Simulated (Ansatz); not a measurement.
# InGa5P6 (P-4m2) at 2 levels of theory

One geometry, relaxed with PBE; plane waves with PAW potentials in Ansatz, scalar-relativistic. No spin polarisation. Gaps are the least over mesh and band path; pressure is positive in compression.

```yaml
crystal:
  lattice:
    - [3.94069, 0.00000, 0.00000]
    - [0.00000, 3.94069, 0.00000]
    - [0.00000, 0.00000, 16.79714]
  atoms:
    - { symbol: In, position: [0.50000, 0.50000, 0.50000] }
    - { symbol: Ga, position: [0.00000, 0.00000, 0.67549] }
    - { symbol: Ga, position: [0.00000, 0.00000, 0.32451] }
    - { symbol: Ga, position: [0.50000, 0.50000, 0.16219] }
    - { symbol: Ga, position: [0.00000, 0.00000, 0.00000] }
    - { symbol: Ga, position: [0.50000, 0.50000, 0.83781] }
    - { symbol: P, position: [0.50000, 0.00000, 0.40482] }
    - { symbol: P, position: [0.00000, 0.50000, 0.24329] }
    - { symbol: P, position: [0.50000, 0.00000, 0.08109] }
    - { symbol: P, position: [0.00000, 0.50000, 0.91891] }
    - { symbol: P, position: [0.50000, 0.00000, 0.75671] }
    - { symbol: P, position: [0.00000, 0.50000, 0.59518] }
```

```json
{"level": "PBE", "cutoff (eV)": "420", "k mesh": "8×8×2", "gap (eV)": "1.24", "pressure (GPa)": "0.0"}
```

Task: What comes out on the same cell with r2SCAN?

Result:
| level | cutoff (eV) | k mesh | gap (eV) | pressure (GPa) |
| --- | --- | --- | --- | --- |
| r2SCAN | 500 | 8×8×2 | 1.72 | -2.3 |

It was reached by relaxing an invented guess, and it needn't be the stable form of this composition.
